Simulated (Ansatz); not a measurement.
# Phases of Sc at 61 GPa

Structure types of Sc are relaxed in primitive cells with their symmetry kept at 61 GPa, first on PAW files, then by LAPW. The enthalpy is E + pV at zero temperature, without zero-point motion. Only the types listed were tried, and differences under about 5 meV/atom are mesh noise. The real phase may be another.

Computed with Ansatz 0.2.0; functional LDA, scalar-relativistic. Settings: Fermi–Dirac smearing of 0.08 eV, no spin polarisation. Methods: LAPW: all electrons, basis error target 0.5 meV/atom; PAW: frozen-core files, cutoff 420 eV.

k meshes: fcc 17×17×17, bcc 18×18×18, hcp 16×16×9, omega 9×9×12, beta tin 17×17×17, simple hexagonal 17×17×16.

The PAW files were made under PBE.

```tsv
start type	ends as	a, b, c (Å)	V (Å³/atom)	H − H(lowest), LAPW (meV/atom)
fcc	fcc, Fm-3m	3.788, 3.788, 3.788	13.59	12.7
bcc	bcc, Im-3m	3.010, 3.010, 3.010	13.64	?
hcp	hcp, P6_3/mmc	2.708, 2.708, 4.324	13.73	48.9
omega	omega, P6/mmm	4.305, 4.305, 2.523	13.50	0.0
beta tin	beta tin, I4_1/amd	4.351, 4.351, 2.725	12.90	103.7
simple hexagonal	simple hexagonal, P6/mmm	2.536, 2.536, 2.375	13.23	?
```

Fill in "H − H(lowest), LAPW (meV/atom)" for the row "bcc".

157.4.

Fill in "H − H(lowest), LAPW (meV/atom)" for the row "simple hexagonal".

276.9.

Split the lead of omega over fcc into energy and pV.

For fcc less omega: ΔE = -21.9 meV/atom, and p·ΔV = 61 GPa × +0.0910 Å³ × 6.242 meV/(GPa·Å³) = +34.6 meV/atom, together 12.7 meV/atom. omega wins by its smaller volume, against the internal energy.
